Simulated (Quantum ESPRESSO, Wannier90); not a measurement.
# Wannierisation of BiClO (P4/nmm)

```
begin unit_cell_cart
ang
    3.8934000000    0.0000000000    0.0000000000
    0.0000000000    3.8934000000    0.0000000000
    0.0000000000    0.0000000000    7.4931900000
end unit_cell_cart
begin atoms_frac
Bi   0.0000000000  0.5000000000 -0.1677000000
Bi   0.5000000000  0.0000000000  0.1677000000
Cl   0.5000000000  0.0000000000 -0.3464200000
Cl   0.0000000000  0.5000000000  0.3464200000
O    0.0000000000  0.0000000000  0.0000000000
O    0.5000000000  0.5000000000  0.0000000000
end atoms_frac
```

Cell from Materials Project (mp-22939), symmetrised, no further relaxation. COD (Crystallography Open Database) has an entry of this formula and space group (matched by these alone). Method: PBEsol plane waves in Quantum ESPRESSO 7.5 (PseudoDojo norm-conserving files, 68 Ry, spinors with spin-orbit coupling), Bloch states on a 4×4×4 mesh through Γ, Wannier90 4.0.1. Density: 8×8×4 mesh, cold smearing 0.01 Ry.

A tight-binding model is made by disentanglement and projection with no localisation steps (num_iter = 0), so the 48 orbitals stay atom-like: hydrogen-like Bi: s;p; Cl: s;p; O: s;p, axes along x, y, z; frozen window up to 3.69 eV relative to the valence-band maximum. It follows pw.x to 2.4 meV rms for states up to 3.2 eV relative to the valence-band maximum. Matrix elements depend on this choice of orbitals and windows.

The 45 largest hoppings ⟨m,0|H|n,R⟩ between different sites (one of each Hermitian pair; signs follow the real orbitals' lobes; the list may end inside a set of equal values):

| m | n | R | distance of the centres (Å) | t (eV) | Im t (eV) |
|---|---|---|---|---|---|
| Bi1 s↓ | O5 py↓ | 0 1 0 | 2.30 | 1.577 | 0.000 |
| O6 py↓ | Bi2 s↓ | 0 0 0 | 2.30 | 1.577 | 0.000 |
| O5 px↓ | Bi2 s↓ | 0 0 0 | 2.30 | -1.577 | 0.000 |
| O5 py↓ | Bi1 s↓ | 0 0 0 | 2.30 | -1.577 | 0.000 |
| O6 px↓ | Bi1 s↓ | 1 0 0 | 2.30 | -1.577 | 0.000 |
| O6 py↓ | Bi2 s↓ | 0 1 0 | 2.30 | -1.577 | 0.000 |
| Bi1 s↑ | O5 py↑ | 0 1 0 | 2.30 | 1.577 | 0.000 |
| O6 px↓ | Bi1 s↓ | 0 0 0 | 2.30 | 1.577 | 0.000 |
| O6 px↑ | Bi1 s↑ | 0 0 0 | 2.30 | 1.577 | 0.000 |
| Bi2 s↑ | O5 px↑ | 1 0 0 | 2.30 | 1.577 | 0.000 |
| Bi2 s↓ | O5 px↓ | 1 0 0 | 2.30 | 1.577 | 0.000 |
| O6 px↑ | Bi1 s↑ | 1 0 0 | 2.30 | -1.577 | 0.000 |
| O5 px↑ | Bi2 s↑ | 0 0 0 | 2.30 | -1.577 | 0.000 |
| O6 py↑ | Bi2 s↑ | 0 0 0 | 2.30 | 1.577 | 0.000 |
| O5 py↑ | Bi1 s↑ | 0 0 0 | 2.30 | -1.577 | 0.000 |
| O6 py↑ | Bi2 s↑ | 0 1 0 | 2.30 | -1.577 | 0.000 |
| O5 px↑ | Bi2 px↑ | 0 0 0 | 2.40 | 1.328 | 0.000 |
| Bi1 py↓ | O5 py↓ | 0 1 0 | 2.40 | 1.328 | 0.000 |
| O6 py↓ | Bi2 py↓ | 0 0 0 | 2.40 | 1.328 | 0.000 |
| O5 py↓ | Bi1 py↓ | 0 0 0 | 2.40 | 1.328 | 0.000 |
| Bi1 py↑ | O5 py↑ | 0 1 0 | 2.40 | 1.328 | 0.000 |
| Bi2 px↓ | O5 px↓ | 1 0 0 | 2.40 | 1.328 | 0.000 |
| O6 py↑ | Bi2 py↑ | 0 1 0 | 2.40 | 1.328 | 0.000 |
| O6 px↑ | Bi1 px↑ | 0 0 0 | 2.40 | 1.328 | 0.000 |
| O6 px↑ | Bi1 px↑ | 1 0 0 | 2.40 | 1.328 | 0.000 |
| O6 px↓ | Bi1 px↓ | 0 0 0 | 2.40 | 1.328 | 0.000 |
| Bi2 px↑ | O5 px↑ | 1 0 0 | 2.40 | 1.327 | 0.000 |
| O6 py↓ | Bi2 py↓ | 0 1 0 | 2.40 | 1.327 | 0.000 |
| O5 py↑ | Bi1 py↑ | 0 0 0 | 2.40 | 1.327 | 0.000 |
| O5 px↓ | Bi2 px↓ | 0 0 0 | 2.40 | 1.327 | 0.000 |
| O6 px↓ | Bi1 px↓ | 1 0 0 | 2.40 | 1.327 | 0.000 |
| O6 py↑ | Bi2 py↑ | 0 0 0 | 2.40 | 1.327 | 0.000 |
| Bi1 py↓ | O5 pz↓ | 0 1 0 | 2.40 | 1.282 | 0.000 |
| O5 pz↓ | Bi1 py↓ | 0 0 0 | 2.40 | -1.282 | 0.000 |
| O5 pz↑ | Bi1 py↑ | 0 0 0 | 2.40 | -1.282 | 0.000 |
| O6 pz↑ | Bi1 px↑ | 1 0 0 | 2.40 | -1.282 | 0.000 |
| O6 pz↑ | Bi1 px↑ | 0 0 0 | 2.40 | 1.282 | 0.000 |
| O6 pz↓ | Bi1 px↓ | 0 0 0 | 2.40 | 1.282 | 0.000 |
| Bi1 py↑ | O5 pz↑ | 0 1 0 | 2.40 | 1.282 | 0.000 |
| O5 pz↑ | Bi2 px↑ | 0 0 0 | 2.40 | 1.282 | 0.000 |
| O6 pz↓ | Bi2 py↓ | 0 0 0 | 2.40 | -1.282 | 0.000 |
| Bi2 px↑ | O5 pz↑ | 1 0 0 | 2.40 | -1.281 | 0.000 |
| O6 pz↓ | Bi1 px↓ | 1 0 0 | 2.40 | -1.281 | 0.000 |
| Bi2 px↓ | O5 pz↓ | 1 0 0 | 2.40 | -1.281 | 0.000 |
| O6 pz↑ | Bi2 py↑ | 0 0 0 | 2.40 | -1.281 | 0.000 |
